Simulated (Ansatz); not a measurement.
Starting cell, BAs (zinc blende):

```yaml
crystal:
  lattice:
    - [0.00000, 4.80934, 4.80934]
    - [2.40467, 0.00000, 2.40467]
    - [2.40467, 2.40467, 0.00000]
  atoms:
    - { symbol: As, position: [0.37500, 0.75000, 0.75000] }
    - { symbol: As, position: [0.87500, 0.75000, 0.75000] }
    - { symbol: B, position: [0.00000, 0.00000, 0.00000] }
    - { symbol: B, position: [0.50000, 0.00000, 0.00000] }
```

The atoms are displaced by Q × the pattern below (from a DFPT mode at L = (0.5, 0.0, 0.0), largest move 1; Q in Å), at fixed cell. It is one choice among 2 degenerate patterns. (q is in reciprocal vectors of the primitive cell; the cell shown is doubled to hold the pattern.)

```json
[
 {"atom": "As1", "x": "-0.036", "y": "0.066", "z": "-0.102"},
 {"atom": "As2", "x": "0.036", "y": "-0.066", "z": "0.102"},
 {"atom": "B3", "x": "-0.285", "y": "0.520", "z": "-0.805"},
 {"atom": "B4", "x": "0.285", "y": "-0.520", "z": "0.805"}
]
```

Calculation: PBE (plane waves to 420 eV, PAW, scalar-relativistic; Ansatz, a first-principles code). k mesh 6×12×12 (Γ-centred), Fermi-Dirac smearing 0.05 eV. Energies are smeared free energies. BAs was relaxed with its symmetry unable to fall. The zero of ΔE is the undisplaced structure.

| Q (Å) | ΔE (meV/cell) |
|---|---|
| -0.100 | 187.2 |
| -0.067 | 83.1 |
| -0.033 | 20.7 |
| 0.000 | 0.0 |
| 0.033 | 20.7 |
| 0.067 | 83.1 |
| 0.100 | 187.2 |

Problem. Which DFPT wavenumber at L = (0.5, 0.0, 0.0) belongs to this mode?
(A) 650 cm⁻¹
(B) 303 cm⁻¹
(C) 139 cm⁻¹

Solution. A, 650 cm⁻¹. The curvature of the scan gives 650 cm⁻¹

(A displaced cell: forces are minus the slopes of the energy, force constants its curvatures, and phonons follow from these.)
